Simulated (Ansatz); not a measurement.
## Relaxing a structure of Bi

The start is a generated cell, Bi built in the simple-cubic structure type. A full variable-cell relaxation at zero pressure is run with PBEsol (plane waves to 420 eV, PAW, scalar-relativistic; Ansatz, a first-principles code). The first steps use a coarse 10×10×10 k-mesh.

Initial structure:
```
Bi
1.0
    3.29014     0.00000     0.00000
    0.00000     3.29014     0.00000
    0.00000     0.00000     3.29014
Bi
1
Direct
  0.00000   0.00000   0.00000
```

```json
{
 "Shortest distances (start → end)": "The closest pairs of elements (up to four, under 3.6 Å), start → end: Bi–Bi 3.29 → 3.22 Å",
 "band_gap_at_the_end": "zero (metallic)",
 "optimiser_moves": "3"
}
```

The end point of the relaxation:

```cif
data_Bi
_chemical_formula_sum 'Bi1'
_space_group_name_H-M_alt 'Pm-3m'
_space_group_IT_number 221
_space_group_name_Hall '-P 4 2 3'
_cell_length_a 3.22180
_cell_length_b 3.22180
_cell_length_c 3.22180
_cell_angle_alpha 90.000
_cell_angle_beta 90.000
_cell_angle_gamma 90.000
loop_
_atom_site_label
_atom_site_type_symbol
_atom_site_symmetry_multiplicity
_atom_site_Wyckoff_symbol
_atom_site_fract_x
_atom_site_fract_y
_atom_site_fract_z
_atom_site_occupancy
Bi1 Bi 1 a 0.00000 0.00000 0.00000 1
```

Final values are on a 14×14×14 k-mesh of the relaxed cell. No spin polarisation in the result.

The run could not lose the symmetry of its start: the end is stationary, and may be a saddle point rather than a minimum.

The relaxed structure here is a generated cell of Bi: the first start was made by placing the elements on the sites of a structure type, and the end was not matched to a known phase here, so it may be hypothetical. Known forms of Bi include space group No. 166.
